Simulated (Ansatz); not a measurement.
Cr2C in space group P-3m1 (No. 164; Cr on 2d, C on 1b) under volume change, PBEsol (plane waves, PAW; program Ansatz), shape and atoms relaxed at each volume.

| V (Å³/atom) | E − E(relaxed) (meV/atom) | P (GPa) |
|---|---|---|
| 8.660 | 78.5 | 32.07 |
| 8.945 | 32.9 | 19.55 |
| 9.231 | 7.7 | 8.94 |
| 9.516 | 0.0 | 0.01 |
| 9.802 | 6.9 | -7.47 |
| 10.087 | 25.9 | -13.70 |
| 10.373 | 55.0 | -18.83 |

Q: What does a third-order Birch–Murnaghan fit give for V₀, B₀ and B′?

A: V₀ = 9.52 Å³/atom, B₀ = 270 GPa, B′ = 4.9.

The workflow started from a Materials Project entry (that database holds measured and hypothetical structures alike); the Crystallography Open Database copy checked does not list it. Whether it is the stable phase at ambient conditions was not checked. The cell was relaxed with PBEsol under the symmetry of its start; of distortions, only those at the zone centre were tested. The run is not spin-polarised.

Potentials: the later of the program's two PAW sets.
